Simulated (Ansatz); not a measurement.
ZnO (wurtzite)

```yaml
crystal:
  lattice:
    - [3.23518, 0.00000, 0.00000]
    - [-1.61759, 2.80175, 0.00000]
    - [0.00000, 0.00000, 5.21141]
  atoms:
    - { symbol: Zn, position: [0.66667, 0.33333, 0.00241] }
    - { symbol: Zn, position: [0.33333, 0.66667, 0.50241] }
    - { symbol: O, position: [0.66667, 0.33333, 0.62279] }
    - { symbol: O, position: [0.33333, 0.66667, 0.12279] }
```

The atoms are displaced by Q × the pattern below (from a DFPT mode at Γ, largest move 1; Q in Å), at fixed cell. It is one choice among 2 degenerate patterns.

```json
[
 {"atom": "Zn1", "x": "0.000", "y": "0.245", "z": "0.000"},
 {"atom": "Zn2", "x": "0.000", "y": "0.245", "z": "0.000"},
 {"atom": "O3", "x": "0.000", "y": "-1.000", "z": "0.000"},
 {"atom": "O4", "x": "0.000", "y": "-1.000", "z": "0.000"}
]
```

Computed with r2SCAN (plane waves to 500 eV, PAW, scalar-relativistic; Ansatz, a program for electronic structure). k mesh 12×12×7 (Γ-centred), Fermi-Dirac smearing 0.05 eV. Energies are smeared free energies. ZnO was relaxed with its symmetry unable to fall. ΔE is measured from the undisplaced structure.

```
Q (Å)    ΔE (meV/cell)
-------  -------------
-0.2800       withheld
-0.2333            718
-0.1867            439
-0.1400            238
-0.0933            103
-0.0467             25
0.0000               0
0.0467              25
0.0933             103
0.1400             238
0.1867             439
0.2333             718
0.2800        withheld
```

Problem. Fit an even polynomial form (powers 2, 4) to the given rows and predict ΔE at Q = 0.2800.

Solution. Least squares on the 11 given rows: ΔE = (11550)·Q² + (30220)·Q⁴, in meV/cell with Q in Å; root-mean-square residual 0.2 meV/cell. At 0.2800 the fit gives 1091 meV/cell; the calculation gives 1094 meV/cell, so the extrapolation is off by -3 (-0.3 %). The quadratic term alone would give 906 meV/cell.

(For displaced atoms, the force is minus the slope of the energy, and its curvature is a force constant, which sets phonon frequencies.)
